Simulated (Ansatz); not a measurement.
Property card for LiNbO₃

LiNbO$_{3}$:
```yaml
crystal:
  lattice:
    - [2.59218, 1.49660, 4.56316]
    - [-2.59218, 1.49660, 4.56316]
    - [0.00000, -2.99319, 4.56316]
  atoms:
    - { symbol: Li, position: [0.75000, 0.75000, 0.75000] }
    - { symbol: Li, position: [0.25000, 0.25000, 0.25000] }
    - { symbol: Nb, position: [0.00000, 0.00000, 0.00000] }
    - { symbol: Nb, position: [0.50000, 0.50000, 0.50000] }
    - { symbol: O, position: [0.62840, 0.87160, 0.25000] }
    - { symbol: O, position: [0.37160, 0.12840, 0.75000] }
    - { symbol: O, position: [0.25000, 0.62840, 0.87160] }
    - { symbol: O, position: [0.75000, 0.37160, 0.12840] }
    - { symbol: O, position: [0.87160, 0.25000, 0.62840] }
    - { symbol: O, position: [0.12840, 0.75000, 0.37160] }
```

Space group R-3c (No. 167); conventional cell a = b = 5.1844 Å, c = 13.6895 Å, α = β = 90.00°, γ = 120.00°.

Method: plane-wave PAW r²SCAN (Ansatz code). The cell and atoms are relaxed at this level. Other levels are named where they apply.

Cell and energy:

```json
{
  "volume_per_atom": "10.62 Å³",
  "density": "4.62 g/cm³",
  "Formation energy from the elements (no fitted shifts)": "-2.74 eV/atom"
}
```

Electronic structure:

```json
{
  "band_gap": "2.98 eV (indirect)",
  "valence_band_maximum": "on the Γ–S0 line, 42 % of the way from Γ (k = 0.000, 0.156, -0.156 in fractions of the reciprocal vectors)",
  "conduction_band_minimum": "at F (3 equivalent valleys)",
  "smallest_direct_gap_on_the_standard_path": "3.09 eV",
  "electron_effective_mass": "0.34, 0.56, 6.8 mₑ (principal values)",
  "Electron effective mass with spin–orbit coupling": "0.34, 0.56, 6.7 mₑ (principal values)",
  "hole_effective_mass": "1.4, 2.0, 2.1 mₑ (principal values)",
  "Hole effective mass with spin–orbit coupling": "1.4, 2.0, 2.1 mₑ (principal values)",
  "HSE06 gap on the r²SCAN cell": "3.94 eV",
  "Gap with spin–orbit coupling": "2.98 eV"
}
```

Mechanics:

```json
{
 "Bulk modulus (Birch–Murnaghan fit)": "158 GPa",
 "Pressure derivative B′": "4.9",
 "Elastic constants (relaxed ions, GPa)": "C11 = 294, C12 = 72.7, C13 = 104, C14 = -32.7, C33 = 283, C44 = 113",
 "mechanical_stability": "stable (all eigenvalues of C positive)",
 "hill_bulk_and_shear_moduli": "159 and 103 GPa",
 "Young's modulus": "253 GPa",
 "Poisson's ratio": "0.23",
 "debye_temperature_from_the_elastic_constants": "707 K"
}
```

Dielectric response:

```json
{
 "Electronic dielectric constant ε∞ (DFPT)": "5.54 (xx = yy), 6.11 (zz)",
 "Born charges (a third of the trace)": "Li +1.12, Nb +8.49, O -3.20 e"
}
```

Phonons:

```json
{
  "Highest zone-centre frequency (without LO–TO term)": "883 cm⁻¹",
  "zone_centre_stability": "unstable, softest mode 217i cm⁻¹"
}
```

Charges:

```json
{
 "bader_charges": "Li +0.91, Nb +2.92, O -1.28 e"
}
```

The workflow started from a Materials Project entry (that database holds measured and hypothetical structures alike); the Crystallography Open Database files this formula in space group No. 167, but the cells were not matched. It is not the phase usual at ambient conditions (space group No. 161). The cell was relaxed with r²SCAN under the symmetry of its start. The run is not spin-polarised. The references are the lowest solids computed at this level, not always the standard phases (solids in place of the gases). Spin–orbit coupling is left out wherever it is not named.

Potentials: the earlier of the program's two PAW sets. The files were generated under PBE; for other functionals the program regenerates the frozen cores, and for LDA and PBEsol the local potential too.
